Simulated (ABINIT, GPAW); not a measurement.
# CsLiCr2Te2S3: programs and potentials compared

```
Cs Li Cr Te S
1.0
     3.31929    1.91639    6.87982
    -3.31929    1.91639    6.87982
     0.00000   -3.83279    6.87982
Cs Li Cr Te S
1 1 2 2 3
Direct
  0.00000 0.00000 0.00000
  0.50000 0.50000 0.50000
  0.79848 0.79848 0.79848
  0.20152 0.20152 0.20152
  0.67990 0.67990 0.67990
  0.32010 0.32010 0.32010
  0.13626 0.86374 0.50000
  0.50000 0.13626 0.86374
  0.86374 0.50000 0.13626
```

The cell comes from a database or a generator and needn't be the stable form of this composition.

Alike in all runs: task single point; functional PBE; k mesh 3 × 3 × 3; occupations fermi-dirac, width 0.05 eV; collinear spin, ferromagnetic start; no spin-orbit coupling. Pressure is positive in compression and, in plane waves, holds the error of the finite cutoff.

```tsv
program and potentials	plane-wave cutoff (eV)	notes	pressure (GPa)	net moment per atom (μB)	largest force (eV/Å)
GPAW, GPAW PAW data sets (gpaw-data 1.2.1)	800	5.78 valence electrons an atom on average	0.21	0.45	0.098
ABINIT, PseudoDojo NC SR PBE v0.4.1 standard	1279	10 valence electrons an atom on average	0.29	0.45	0.140
ABINIT, JTH PAW PBE v2.0	626	7.78 valence electrons an atom on average	0.01	0.45	0.084
```

Force on atom 3 (Cr), eV/Å:

| program and potentials | x | y | z |
| --- | --- | --- | --- |
| GPAW, GPAW PAW data sets (gpaw-data 1.2.1) | 0.000 | 0.000 | -0.098 |
| ABINIT, PseudoDojo NC SR PBE v0.4.1 standard | 0.000 | 0.000 | 0.081 |
| ABINIT, JTH PAW PBE v2.0 | 0.000 | 0.000 | 0.079 |

The pressure spans 0.01 (ABINIT, JTH PAW PBE v2.0) to 0.29 GPa (ABINIT, PseudoDojo NC SR PBE v0.4.1 standard). All agree on the net moment per atom. The state is the one that the start led to, which needn't be the lowest. The k mesh is coarse, so the values compare programs but aren't converged.

Differences between rows come from potentials, basis sets and numerical settings, since the functional is the same but for its coding. Runs on potential files found faulty are left out.
